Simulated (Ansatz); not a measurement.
MoW:
```xyz
2
Lattice="3.1723 0.0000 0.0000 0.0000 3.1723 0.0000 0.0000 0.0000 3.1723" Properties=species:S:1:pos:R:3 pbc="T T T"
Mo     0.0000     0.0000     0.0000
W      1.5861     1.5861     1.5861
```

Relaxed with PBE. Special points in fractions of this cell's reciprocal vectors: Γ (0.000, 0.000, 0.000); X (0.000, 0.500, 0.000); M (0.500, 0.500, 0.000); R (0.500, 0.500, 0.500).

**Question.** List the band energies nearest the Fermi level at these points for DFT-PBE in the program Ansatz with PAW potentials.

**Answer.** In eV from the Fermi level; about four levels below and three above (degenerate sets whole), none deeper than 8.9 eV; points with the same levels are listed once.

| k | below | above |
|---|---|---|
| Γ | -5.50 -5.50 -1.26 -1.26 -1.26 | 1.94 1.94 4.51 4.51 4.51 |
| X | -0.68 -0.68 -0.38 -0.38 | 0.86 1.40 3.28 |
| M | -5.94 -5.41 -3.39 -3.39 | 1.13 1.13 1.85 |
| R | -2.80 -2.80 -2.80 -2.65 -2.65 -2.65 | 2.42 2.42 3.27 3.27 |

Space group Pm-3m (CsCl type). The start of the workflow was typed in or built on a structure type; neither database checked (COD, Materials Project) lists it. Whether it is the stable phase at ambient conditions was not checked. Symmetry was held in the PBE relaxation; whether a distortion lowers the energy is not shown. The run is not spin-polarised. Spin–orbit coupling is left out wherever it is not named.

Potentials: the earlier of the program's two PAW sets.
